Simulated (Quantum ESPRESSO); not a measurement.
## Au6GaAl (input and log of a self-consistent run)

A calculation, not a measurement. The program is pw.x of Quantum ESPRESSO 7.5 (plane-wave density functional theory). The cell is made up: eight metal atoms on a face-centred cubic lattice, with elements, volume, strain and displacements drawn at random and not relaxed, so it may be unstable or far from any real phase. PseudoDojo standard norm-conserving files set the functional (PBE unless stated); there is no spin polarisation or spin-orbit coupling, the Fermi-Dirac width of 0.25 eV means electrons at about 2900 K, and the masses in the input are unused placeholders. Heavy elements are run without spin-orbit coupling, which real alloys of them have.

Input:

```
&control calculation='scf', pseudo_dir='./dojo.nc.sr.pbe.v0_5.standard.upf', outdir='./o', disk_io='medium', tprnfor=.true., tstress=.true. /
&system ibrav=0, nat=8, ntyp=3, nbnd=73, ecutwfc=79.96652505, nosym=.true., tot_charge=0,
 occupations='smearing', smearing='fd', degauss=0.0183746611
/
&electrons conv_thr=1.470e-08, electron_maxstep=70, mixing_beta=0.5 /
ATOMIC_SPECIES
Al 1.0 Al.upf
Au 1.0 Au.upf
Ga 1.0 Ga.upf
CELL_PARAMETERS angstrom
2.0717 4.1434 2.0717
0.0 4.1434 -4.1434
-4.1434 4.1434 0.0
ATOMIC_POSITIONS angstrom
Au 0.015 0.0169 -0.0254
Au -2.0705 2.0447 0.0205
Au -0.0198 2.0952 -2.0788
Au -2.0927 4.0972 -2.0594
Au 0.0102 4.1109 -0.0277
Ga -2.0381 6.1675 -0.0219
Al -0.0158 6.239 -2.066
Au -2.0925 8.3057 -2.0803
K_POINTS automatic
5 5 5 1 1 1
```

The log is shortened where brackets say so; the opening notice, blank lines, dates and the lines on written files are dropped, and the path of the files is cut. It prints rydbergs, bohrs and kilobars, and counts compression as positive stress. Its total energy is the free energy E - TS of the whole cell.

```
     Program PWSCF v.7.5
     Parallel version (MPI & OpenMP), running on       1 processor cores
     Number of MPI processes:                 1
     Threads/MPI process:                     1
     [start-up lines left out]
     bravais-lattice index     =            0
     lattice parameter (alat)  =       9.5896  a.u.
     unit-cell volume          =     960.0574 (a.u.)^3
     number of atoms/cell      =            8
     number of atomic types    =            3
     number of electrons       =       130.00
     number of Kohn-Sham states=           73
     kinetic-energy cutoff     =      79.9665  Ry
     charge density cutoff     =     319.8661  Ry
     scf convergence threshold =      1.5E-08
     mixing beta               =       0.5000
     number of iterations used =            8  plain     mixing
     Exchange-correlation= PBE
                           (   1   4   3   4   0   0   0)
     [axes and pseudopotential details left out]
   Cartesian axes
     site n.     atom                  positions (alat units)
         1        Au     tau(   1) = (   0.0029559   0.0033303  -0.0050053  )
         2        Au     tau(   2) = (  -0.4080118   0.4029277   0.0040397  )
         3        Au     tau(   3) = (  -0.0039018   0.4128792  -0.4096474  )
         4        Au     tau(   4) = (  -0.4123865   0.8073924  -0.4058245  )
         5        Au     tau(   5) = (   0.0020100   0.8100921  -0.0054585  )
         6        Ga     tau(   6) = (  -0.4016271   1.2153648  -0.0043156  )
         7        Al     tau(   7) = (  -0.0031135   1.2294546  -0.4071251  )
         8        Au     tau(   8) = (  -0.4123471   1.6367176  -0.4099430  )
     number of k points=    63  Fermi-Dirac smearing, width (Ry)=  0.0184
                       cart. coord. in units 2pi/alat
        k(    1) = (   0.0000000   0.1224745  -0.0000000), wk =   0.0320000
        k(    2) = (  -0.1837117   0.1837117   0.0612372), wk =   0.0320000
     [further k points left out]
     Dense  grid:    92745 G-vectors     FFT dimensions: (  60,  64,  64)
     Estimated max dynamical RAM per process >     167.79 MB
     Initial potential from superposition of free atoms
     starting charge     129.9942, renormalised to     130.0000
     Starting wfcs are   73 randomized atomic wfcs
     total cpu time spent up to now is       41.2 secs
     per-process dynamical memory:    98.2 Mb
     Self-consistent Calculation
     iteration #  1     ecut=    79.97 Ry     beta= 0.50
     Davidson diagonalization with overlap
     ethr =  1.00E-02,  avg # of iterations =  5.0
     Threshold (ethr) on eigenvalues was too large:
     Diagonalizing with lowered threshold
     Davidson diagonalization with overlap
     ethr =  4.81E-04,  avg # of iterations =  2.2
     total cpu time spent up to now is      237.7 secs
     total energy              =   -1935.83182099 Ry
     estimated scf accuracy    <       0.66330145 Ry
     iteration #  2     ecut=    79.97 Ry     beta= 0.50
     Davidson diagonalization with overlap
     ethr =  5.10E-04,  avg # of iterations =  2.9
     total cpu time spent up to now is      329.9 secs
     total energy              =   -1936.00805658 Ry
     estimated scf accuracy    <       0.23938278 Ry
     iteration #  3     ecut=    79.97 Ry     beta= 0.50
     Davidson diagonalization with overlap
     ethr =  1.84E-04,  avg # of iterations =  2.5
     total cpu time spent up to now is      462.0 secs
     total energy              =   -1936.05346138 Ry
     estimated scf accuracy    <       0.00669849 Ry
     iteration #  4     ecut=    79.97 Ry     beta= 0.50
     Davidson diagonalization with overlap
     ethr =  5.15E-06,  avg # of iterations =  6.0
     total cpu time spent up to now is      587.5 secs
     total energy              =   -1936.05400241 Ry
     estimated scf accuracy    <       0.00324116 Ry
     iteration #  5     ecut=    79.97 Ry     beta= 0.50
     Davidson diagonalization with overlap
     ethr =  2.49E-06,  avg # of iterations =  2.1
     total cpu time spent up to now is      720.7 secs
     total energy              =   -1936.05461333 Ry
     estimated scf accuracy    <       0.00038343 Ry
     iteration #  6     ecut=    79.97 Ry     beta= 0.50
     Davidson diagonalization with overlap
     ethr =  2.95E-07,  avg # of iterations =  2.0
     total cpu time spent up to now is      880.8 secs
     total energy              =   -1936.05466459 Ry
     estimated scf accuracy    <       0.00000727 Ry
     iteration #  7     ecut=    79.97 Ry     beta= 0.50
     Davidson diagonalization with overlap
     ethr =  5.59E-09,  avg # of iterations =  2.6
     total cpu time spent up to now is      984.6 secs
     total energy              =   -1936.05466560 Ry
     estimated scf accuracy    <       0.00000313 Ry
     iteration #  8     ecut=    79.97 Ry     beta= 0.50
     Davidson diagonalization with overlap
     ethr =  2.41E-09,  avg # of iterations =  2.0
     total cpu time spent up to now is     1098.9 secs
     total energy              =   -1936.05466618 Ry
     estimated scf accuracy    <       0.00000049 Ry
     iteration #  9     ecut=    79.97 Ry     beta= 0.50
     Davidson diagonalization with overlap
     ethr =  3.77E-10,  avg # of iterations =  2.0
     total cpu time spent up to now is     1218.2 secs
     total energy              =   -1936.05466627 Ry
     estimated scf accuracy    <       0.00000006 Ry
     iteration # 10     ecut=    79.97 Ry     beta= 0.50
     Davidson diagonalization with overlap
     ethr =  4.34E-11,  avg # of iterations =  2.0
     total cpu time spent up to now is     1339.9 secs
     End of self-consistent calculation
     [lines on levels left out]
!    total energy              =   -1936.05466627 Ry
     estimated scf accuracy    <          7.9E-09 Ry
     smearing contrib. (-TS)   =      -0.03952764 Ry
     internal energy E=F+TS    =   -1936.01513863 Ry
     The total energy is F=E-TS. E is the sum of the following terms:
     one-electron contribution =    -711.01851308 Ry
     hartree contribution      =     425.23726351 Ry
     xc contribution           =    -356.61174389 Ry
     ewald contribution        =   -1293.62214516 Ry
     convergence has been achieved in  10 iterations
     Forces acting on atoms (cartesian axes, Ry/au):
     atom    1 type  2   force =    -0.00937971   -0.00176014    0.00842120
     atom    2 type  2   force =     0.00574868   -0.00048125    0.00796667
     atom    3 type  2   force =    -0.00291473   -0.00678329   -0.00956901
     atom    4 type  2   force =     0.00379751    0.00413708   -0.01231014
     atom    5 type  2   force =     0.00038856    0.00150394    0.00823501
     atom    6 type  3   force =    -0.00319917    0.00191474    0.00230793
     atom    7 type  1   force =     0.00256666   -0.00051312   -0.00342360
     atom    8 type  2   force =     0.00299220    0.00198204   -0.00162806
     Total force =     0.026673     Total SCF correction =     0.000249
     Computing stress (Cartesian axis) and pressure
          total   stress  (Ry/bohr**3)                   (kbar)     P=      -14.24
  -0.00005205  -0.00000585  -0.00011316           -7.66       -0.86      -16.65
  -0.00000585  -0.00018357  -0.00000223           -0.86      -27.00       -0.33
  -0.00011316  -0.00000223  -0.00005476          -16.65       -0.33       -8.06
     init_run     :     36.91s CPU     41.02s WALL (       1 calls)
     electrons    :   1238.06s CPU   1298.74s WALL (       1 calls)
     forces       :     16.93s CPU     17.14s WALL (       1 calls)
     stress       :     67.44s CPU     67.81s WALL (       1 calls)
     [timing details left out]
     PWSCF        :  22m40.02s CPU  23m46.99s WALL
     JOB DONE.
```

In other units: free energy -26341.366 eV for the cell, pressure -1.42 GPa, largest force component 0.317 eV/Å in size. The run took 1429 s of wall time with one process on a shared machine (AMD EPYC, Zen 5, virtual cores), so the time is rough. A rerun of this cell at a higher cutoff and on a denser mesh moved values by no more than 0.019 eV in energy, 0.20 GPa in stress and 0.003 eV/Å in force, and a second program with other atomic files agreed on that cell to 2 % rms in force and 0.5 GPa in pressure.